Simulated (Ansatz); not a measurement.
The following input was run with Ansatz 0.2.0.

```yaml
crystal:
  lattice:
    - [3.8507104429, 0.0, 0.0]
    - [0.0, 3.8507104429, 0.0]
    - [0.0, 0.0, 24.7760656643]
  atoms:
    - { symbol: Tl, position: [0.5, 0.5, 0.3430730333] }
    - { symbol: Tl, position: [0.0, 0.0, 0.4207833223] }
    - { symbol: Tl, position: [0.5, 0.5, 0.4980820583] }
    - { symbol: Tl, position: [0.0, 0.0, 0.5703402894] }
    - { symbol: C, position: [0.25, 0.5, 0.6287866755] }
basis:
  ecutwfc: 420
kpoints:
  mp_grid: { grid: [8, 8, 1] }
hamiltonian:
  xc: pbesol
scf:
  occupations: { method: gaussian, width: 0.1 }
output:
  forces: true
  stress: true
  eigenvalues: true
efield:
  axis: 3
  dipole_correction: true
  ramp_width: 0.04
```

Launched with
```bash
ansatz run input.yaml --threads 1 --pin off --max-ram 3072MiB --backend cpu --events-out ev --progress --plain --runs-dir out
```

Theory: DFT PBEsol, scalar-relativistic, plane waves, PAW in Ansatz.

Part of what the program printed, abridged:

```
Pseudopotentials: kind: paw
Pseudopotential: Tl, paw, valence charge 13, recommended cutoff 420 eV (normal)
Pseudopotential: C, paw, valence charge 4, recommended cutoff 420 eV (normal)
Functional definition: PBEsol
Crystal: 5 atoms, lattice volume = 367.379 Å³
Basis set: ecut = 420 eV, 7243 PW (Γ), exchange–correlation on 54×54×360 points (8 copies of the dense FFT grid, shifted against one another)
Bands: 34, of which v1, the nominal top of the filled ones, is band 28 counted from 1 (27 counted from 0)
Symmetry: 2 space group operations
Space group: Pm (ITA 6), of the structure as read, at distance tolerance 7.2e-5 Å
k-points: 25 of 64 (time reversal used)
Initial density: superposition of atomic densities (neutral atoms: chi_scale 0, normalization atom), corrected by the library's trained network
Initial wavefunctions: pseudopotential atomic-orbital guess
Functional: x = pbesol(κ = 0.804, μ = 0.12345679), c = pbesol(β = 0.046)
SCF iter   1: F=—  HF=-45422.470762 eV  |F-HF|=—  |Δ(HF+E_count)|=         —  Δρ=7.79e-3  dr2=1.78e0  ethr=1.77e-3  p=-0.217 e·Å  D=-1.07e-1 V/Å  ΔV_dip=2.65 eV  dr2_dipole=6.68e-1  V_vac-E_F(+/−)=6.05/3.40 eV  ⟨swp⟩=7.8  Hψ=4145  notcnv=0
efield: sawtooth ramp at fractional position 0.9659 (placed from the atoms, in the widest stretch of the axis that holds none; the zero of the levels goes with the place), width 0.0400; the density the first Hamiltonian is built on has a dipole p = -0.217 e·Å; the dipole correction subtracts the counter field D = -1.07e-1 V/Å, which shifts the + side's vacuum level by +2.65 eV against the − side's; the planar-averaged density in the ramp window peaks in size at 3.8e-6 e/Å³
SCF iter   2: F=—  HF=-45422.418536 eV  |F-HF|=—  |Δ(HF+E_count)|=   5.22e-2  Δρ=2.10e-3  dr2=2.10e-2  ethr=1.77e-3  p=-0.198 e·Å  D=-9.77e-2 V/Å  ΔV_dip=2.42 eV  dr2_dipole=1.65e-4  V_vac-E_F(+/−)=5.94/3.52 eV  ⟨swp⟩=1.1  Hψ=1053  notcnv=0  defer=12
SCF iter   3: F=—  HF=-45422.417104 eV  |F-HF|=—  |Δ(HF+E_count)|=   1.43e-3  Δρ=9.69e-4  dr2=5.15e-3  ethr=3.75e-5  p=-0.199 e·Å  D=-9.82e-2 V/Å  ΔV_dip=2.43 eV  dr2_dipole=4.55e-4  V_vac-E_F(+/−)=5.95/3.51 eV  ⟨swp⟩=2.9  Hψ=1536  notcnv=0  defer=17
SCF iter   4: F=—  HF=-45422.416657 eV  |F-HF|=—  |Δ(HF+E_count)|=   4.47e-4  Δρ=3.39e-4  dr2=9.77e-4  ethr=9.19e-6  p=-0.200 e·Å  D=-9.85e-2 V/Å  ΔV_dip=2.44 eV  dr2_dipole=6.29e-5  V_vac-E_F(+/−)=5.96/3.52 eV  ⟨swp⟩=2.8  Hψ=1542  notcnv=0  defer=17
SCF iter   5: F=—  HF=-45422.416589 eV  |F-HF|=—  |Δ(HF+E_count)|=   6.82e-5  Δρ=1.62e-4  dr2=1.73e-4  ethr=1.75e-6  p=-0.201 e·Å  D=-9.89e-2 V/Å  ΔV_dip=2.45 eV  dr2_dipole=5.18e-6  V_vac-E_F(+/−)=5.97/3.52 eV  ⟨swp⟩=2.8  Hψ=1510  notcnv=0  defer=17
SCF iter   6: F=—  HF=-45422.416565 eV  |F-HF|=—  |Δ(HF+E_count)|=   2.40e-5  Δρ=4.67e-5  dr2=1.04e-5  ethr=3.09e-7  p=-0.201 e·Å  D=-9.91e-2 V/Å  ΔV_dip=2.45 eV  dr2_dipole=1.09e-7  V_vac-E_F(+/−)=5.97/3.52 eV  ⟨swp⟩=2.8  Hψ=1550  notcnv=0  defer=17
SCF iter   7: F=—  HF=-45422.416346 eV  |F-HF|=—  |Δ(HF+E_count)|=   2.19e-4  Δρ=1.20e-5  dr2=6.55e-7  ethr=1.85e-8  p=-0.201 e·Å  D=-9.92e-2 V/Å  ΔV_dip=2.46 eV  dr2_dipole=3.17e-8  V_vac-E_F(+/−)=5.98/3.52 eV  ⟨swp⟩=2.0  Hψ=1482  notcnv=0  defer=16
SCF iter   8: F=—  HF=-45422.416346 eV  |F-HF|=—  |Δ(HF+E_count)|=   3.90e-8  Δρ=4.21e-6  dr2=1.61e-7  ethr=1.79e-10  p=-0.201 e·Å  D=-9.92e-2 V/Å  ΔV_dip=2.46 eV  dr2_dipole=9.50e-9  V_vac-E_F(+/−)=5.98/3.52 eV  ⟨swp⟩=10.7  Hψ=4459  notcnv=0
SCF iter   9: F=-45422.416346 eV  HF=-45422.416346 eV  |F-HF|=1.04e-8  |Δ(HF+E_count)|=   1.19e-8  Δρ=1.52e-6  dr2=2.27e-8  ethr=1.79e-10  p=-0.201 e·Å  D=-9.92e-2 V/Å  ΔV_dip=2.46 eV  dr2_dipole=7.76e-12  V_vac-E_F(+/−)=5.98/3.52 eV  ⟨swp⟩=4.8  Hψ=3191  notcnv=0
SCF 1 converged in 9 iterations: F = -45422.416346 eV  dr2 = 2.27e-8
SCF converged after 9 iterations
Free energy (F): -45422.416346 eV
Harris-Foulkes:  -45422.416346 eV  (|F-HF|=1.04e-8)
Internal energy: -45422.384213 eV  (E = F + TS)
E sigma→0 (E₀):  -45422.400280 eV
Entropy (-TS):   -0.032133 eV (-6.427 meV/atom)
Fermi energy:    0.150236 eV
Dipole field:    D = -0.099231 V/Å  (p = -0.201464 e·Å, saw-weighted, corrected)
Work function:   Φ+ = 5.9774 eV   Φ− = 3.5189 eV
Levels:          The Fermi level and band energies are counted from a zero that moves with the ramp; work functions are not
--- Per-component energies (eV) ---
  E_band       = -512.746723
  E_kinetic    = 1405.413362
  E_local      = -39486.466402  (includes V_loc(G=0)·N_el)
  E_nonlocal   = 1305.153303
  E_hartree    = 18991.894055
  E_xc         = -955.569680
  E_vxc        = -618.496031  (∫ρ·V_xc dr)
  E_paw        = -40164.061776  (= ΣΔE_a)
  E_vpaw       = -1100.016722  (= ΣTr[D̂ρ^β])
  E_aug_tail   = 0.000136  (compensation charges beyond the density's cutoff)
  E_efield     = 0.009996  (sawtooth field / dipole correction)
  E_vefield    = -2.136893  (∫n·V_field dr)
  E_ewald      = 13481.068633
  E_core_change = 0.174161  (= ΣΔE_core)
  E_smearing   = -0.032133  (= −TS)
--- Forces (eV/Å), atoms counted from 1 ---
  atom   1  Tl     0.08353633     0.00000000     0.03791654
  atom   2  Tl    -0.09721584     0.00000000    -0.02365125
  atom   3  Tl     0.11906079     0.00000000     0.16091729
  atom   4  Tl     0.40056957     0.00000000     1.53694452
  atom   5  C     -0.50595589     0.00000000    -1.71213135
--- Stress (GPa, compression-positive) ---
       -0.978149       0.000000      -0.460525
        0.000000      -1.323698       0.000000
       -0.460525       0.000000      -1.261826
  P = ⅓ Tr σ = -1.1879 GPa (-11.879 kbar)
--- Band table (eV; the first three rows and the last of 25) ---
  k-point 0: bands = ["-11.6525", "-11.6117", "-11.4785", "-11.4768", "-11.4696", "-11.4405", "-11.3469", "-11.2946", "-11.2934", "-11.2559", "-11.2027", "-11.0934", "-11.0435", "-11.0356", "-10.9826", "-10.9392", "-10.8234", "-10.7202", "-10.7161", "-10.6389", "-9.8029", "-8.9102", "-7.2456", "-4.8179", "-2.3370", "0.1676", "0.5014", "0.7987", "1.3332", "2.2364", "2.3534", "3.0508", "3.5772", "4.0087"]
  k-point 1: bands = ["-11.6260", "-11.5842", "-11.4978", "-11.4952", "-11.4641", "-11.4351", "-11.3452", "-11.3345", "-11.3065", "-11.2645", "-11.1708", "-11.1031", "-11.0401", "-11.0172", "-11.0010", "-10.9261", "-10.8168", "-10.7449", "-10.6975", "-10.6445", "-9.6583", "-8.7456", "-7.0830", "-4.7375", "-2.6852", "-0.2679", "0.4869", "0.6674", "0.9323", "1.9911", "2.3438", "2.7277", "3.7798", "3.9756"]
  k-point 2: bands = ["-11.5991", "-11.5438", "-11.5188", "-11.5071", "-11.4863", "-11.4418", "-11.3832", "-11.3374", "-11.2825", "-11.2728", "-11.1577", "-11.1040", "-11.0513", "-11.0134", "-10.9947", "-10.9549", "-10.7887", "-10.7613", "-10.6650", "-10.6485", "-9.2217", "-8.2705", "-6.6370", "-4.6204", "-3.7661", "-0.9834", "-0.3964", "0.4212", "0.8094", "1.1685", "2.8448", "3.0455", "3.3152", "4.3109"]
  k-point 24: bands = ["-11.6356", "-11.6347", "-11.5679", "-11.5636", "-11.4339", "-11.4253", "-11.4211", "-11.2599", "-11.2110", "-11.1908", "-11.0872", "-11.0852", "-11.0612", "-11.0252", "-11.0066", "-10.9523", "-10.7745", "-10.7260", "-10.7156", "-10.6185", "-7.7082", "-4.7245", "-4.6837", "-4.2793", "-4.2420", "-2.1064", "-2.1044", "-0.9390", "-0.7453", "0.0389", "0.4593", "0.9471", "2.1337", "2.1574"]
```

Self-consistency was reached.

Spin–orbit coupling is left out, which can shift energies with elements as heavy as these.